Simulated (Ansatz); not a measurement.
Ru (body-centred tetragonal, I4/mmm) at seven volumes, DFT-PBEsol in the program Ansatz with PAW potentials, shape and atoms relaxed at each. One row is withheld.

```csv
V (Å³/atom),P (GPa)
12.580,?
12.994,21.82
13.409,9.96
13.824,0.00
14.239,-8.35
14.653,-15.31
15.068,-21.09
```

Fit the shown pressures and predict the withheld one.

P = (3/2)B₀(x^(7/2) − x^(5/2))[1 + (3/4)(B′ − 4)(x − 1)] with x = (V₀/V)^(2/3). Least squares on the six rows gives V₀ = 13.824 Å³/atom, B₀ = 303 GPa, B′ = 4.93. At V = 12.580, x = 1.0649 and P = 36.07 GPa. The run itself gave 35.93 GPa.

The start of the workflow was typed in or built on a structure type; neither database checked (COD, Materials Project) lists it. It is not the phase usual at ambient conditions (space group No. 194). The PBEsol relaxation kept the symmetry of its start; whether a distortion lowers the energy is not shown. Spin order of the final state: ferromagnetic, chosen from 4 collinear starts compared on coarse meshes (ties went to the first, and starts can fall back to one state), not a proven ground state.

Potentials: the later of the program's two PAW sets.
